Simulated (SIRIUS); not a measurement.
**Parameter sweep on a (001) slab of SiNi (cut from a parent of space group no. 62; 8 atoms in the cell)**

```
CELL_PARAMETERS angstrom
      3.32130     0.00000     0.00000
      0.00000     5.14154     0.00000
      0.00000     0.00000    20.88490
ATOMIC_POSITIONS crystal
  Si 0.75000 0.82109 0.45528
  Si 0.25000 0.17891 0.41137
  Si 0.25000 0.67891 0.58863
  Si 0.75000 0.32109 0.54472
  Ni 0.25000 0.50795 0.48360
  Ni 0.75000 0.49205 0.38305
  Ni 0.75000 0.99205 0.61695
  Ni 0.25000 0.00795 0.51640
```

Base run A: PBEsol, GBRV PBEsol ultrasoft pseudopotentials (SIRIUS), self-consistent single point.

Its settings: parameters.ngridk = 5 3 1; parameters.xc_functionals = [XC_GGA_X_PBE_SOL, XC_GGA_C_PBE_SOL]; parameters.gk_cutoff = 6.325 1/bohr; parameters.pw_cutoff = 14.143 1/bohr; parameters.smearing = cold; parameters.smearing_width = 0.00367493 Ha; potentials = GBRV PBEsol ultrasoft pseudopotentials; parameters.electronic_structure_method = pseudopotential; parameters.num_bands = 53; parameters.num_mag_dims = 0; parameters.num_dft_iter = 100; parameters.energy_tol = 1e-07 Ha; parameters.density_tol = 1e-06; mixer.type = anderson; mixer.beta = 0.5; mixer.use_hartree = true.

The run has no spin polarisation, so moments on Ni cannot form. Forces above 1 eV/Å remain at this geometry. No dipole correction was used; where the two faces of such a cut differ, images can couple through a dipole. The bare cut can leave dangling bonds, and the run has no spin polarisation, so a lower magnetic or reconstructed surface may exist. No clean gap shows at this smearing width and mesh (spacing up to 0.41 Å⁻¹); the mesh is coarse for partly filled bands, so the values carry mesh errors.

ΔF is the free energy per atom less that of run A. 

| run | change | ΔF (meV/atom) | largest force (eV/Å) | k-points |
|---|---|---|---|---|
| A | base | 0.00 | 1.555 | 6 |
| B | atom 3 moved by -0.15 angstrom along x | 2.7 | 1.554 | 8 |
| C | atom 3 moved by -0.08 angstrom along x | 0.75 | 1.554 | 8 |
| D | atom 3 moved by -0.04 angstrom along x | 0.19 | 1.555 | 8 |
| E | atom 3 moved by +0.04 angstrom along x | 0.19 | 1.555 | 8 |
| F | atom 3 moved by +0.08 angstrom along x | 0.75 | 1.554 | 8 |
| G | atom 3 moved by +0.15 angstrom along x | 2.7 | 1.554 | 8 |

Run B against A: The free energy rises by 2.7 meV/atom and the largest force moves little (1.555 to 1.554 eV/Å).

Run F against A: The free energy stays essentially unchanged (within 1 meV/atom) and the largest force hardly changes (1.555 to 1.554 eV/Å).

Small differences between rows can be mesh errors.
